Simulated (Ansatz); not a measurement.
LaOF:
```cif
data_F2La2O2
_chemical_formula_sum 'La2 O2 F2'
_space_group_name_H-M_alt 'P4/nmm :1'
_space_group_IT_number 129
_space_group_name_Hall 'P 4ab 2ab -1ab'
_cell_length_a 4.07652
_cell_length_b 4.07652
_cell_length_c 5.82562
_cell_angle_alpha 90.000
_cell_angle_beta 90.000
_cell_angle_gamma 90.000
loop_
_space_group_symop_operation_xyz
  'x, y, z'
  '-y+1/2, x+1/2, z'
  '-x, -y, z'
  'y+1/2, -x+1/2, z'
  'x+1/2, -y+1/2, -z'
  '-y, -x, -z'
  '-x+1/2, y+1/2, -z'
  'y, x, -z'
  '-x+1/2, -y+1/2, -z'
  'y, -x, -z'
  'x+1/2, y+1/2, -z'
  '-y, x, -z'
  '-x, y, z'
  'y+1/2, x+1/2, z'
  'x, -y, z'
  '-y+1/2, -x+1/2, z'
loop_
_atom_site_label
_atom_site_type_symbol
_atom_site_symmetry_multiplicity
_atom_site_Wyckoff_symbol
_atom_site_fract_x
_atom_site_fract_y
_atom_site_fract_z
_atom_site_occupancy
La1 La 2 c 0.00000 0.50000 0.28442 1
O1 O 2 b 0.50000 0.50000 0.50000 1
F1 F 2 a 0.00000 0.00000 0.00000 1
```

Relaxed with r²SCAN.

Q: Tabulate the valence density and the electron localisation function along the shortest La–O contact (2.39 Å), r²SCAN in the plane-wave PAW code Ansatz.

A: 

```tsv
distance from La (Å)	density (e/Å³)	ELF
0.24	1.40	0.04
0.36	1.50	0.24
0.48	1.61	0.54
0.60	1.65	0.74
0.72	1.52	0.82
0.84	1.24	0.82
0.96	0.91	0.74
1.08	0.64	0.49
1.20	0.47	0.25
1.32	0.43	0.20
1.44	0.51	0.35
1.56	0.74	0.62
1.68	1.18	0.78
1.80	2.01	0.82
1.92	3.37	0.79
2.03	5.03	0.69
2.15	6.47	0.51
```

The density is the valence pseudo-density with augmentation charge, so density and ELF within about 1 Å of a nucleus are not all-electron values.

The first step of the workflow began from a Materials Project structure, measured or hypothetical; the Crystallography Open Database copy checked does not list it. COD files the formula under space group No. 166. Its standing as an ambient phase is unchecked. Symmetry was held in the r²SCAN relaxation; whether a distortion lowers the energy is not shown. Spin–orbit coupling is left out wherever it is not named.

Potentials: the later of the program's two PAW sets.
